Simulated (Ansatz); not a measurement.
CaSe (rock salt), relaxed with LDA (Ansatz, a program for electronic structure, plane waves, PAW): a = 5.791 Å, b = 5.791 Å, c = 5.791 Å, α = 90.00°, β = 90.00°, γ = 90.00°.

| Quantity | Value |
|---|---|
| gap (eV) | 1.71 |
| ΔH_f (eV/atom) | -2.11 |
| B₀ by P(V) fit (GPa) | 57.3 |
| electron conductivity mass (mₑ) | 0.36 |

**Question.** The same phase is relaxed and computed with r²SCAN in the same code. What are the cell and these values now?

**Answer.** a = 5.9347 Å, b = 5.9347 Å, c = 5.9347 Å, α = 90.00°, β = 90.00°, γ = 90.00°.

- gap (eV): 2.52
- ΔH_f (eV/atom): -2.32
- B₀ by P(V) fit (GPa): 52.0
- electron conductivity mass (mₑ): 0.40

All cells were relaxed under the symmetry of their starts (and spin orders); stability against distortions was not tested throughout. Scalar-relativistic: spin–orbit coupling is off unless named, which matters more the heavier the elements.

Potentials: the later of the program's two PAW sets.

Ansatz is a plane-wave DFT program.

Formation energies count from the lowest solids of the elements computed at the same level, not from gases.
